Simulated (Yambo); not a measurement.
G0W0@PBEsol for AgCl (rock salt, space group Fm-3m, No. 225) in Yambo. Reference settings: 4×4×4 Γ-centred k mesh, bands 5 to 100 and a 10 Ry block in the screening, 100 bands in G with the Bruneval-Gonze terminator, plasmon pole fitted at 27.2 eV. The PBEsol gap L → Γ on this mesh is 0.73 eV; G0W0 gaps are taken between the same points.

With and without the terminator, as bands are cut:

```json
[
 {"bands in G (in W)": "38 (100)", "gap, terminator (eV)": "2.334", "gap, none (eV)": "2.024", "valence shift, terminator (eV)": "-1.149", "valence shift, none (eV)": "-0.515"},
 {"bands in G (in W)": "64 (100)", "gap, terminator (eV)": "2.300", "gap, none (eV)": "2.081", "valence shift, terminator (eV)": "-1.143", "valence shift, none (eV)": "-0.784"},
 {"bands in G (in W)": "100 (100)", "gap, terminator (eV)": "2.286", "gap, none (eV)": "2.172", "valence shift, terminator (eV)": "-1.129", "valence shift, none (eV)": "-0.951"}
]
```

Over this range the gap spans 0.048 eV with the terminator and 0.148 eV without, the valence shift 0.020 eV and 0.436 eV. Neither column has reached its limit for certain.

Spin-orbit coupling is not included.

Geometry relaxed with PBEsol; primitive cell a = b = c = 3.852 Å, α = β = γ = 60.00°.

A shift is the quasiparticle energy of the state minus its PBEsol energy.
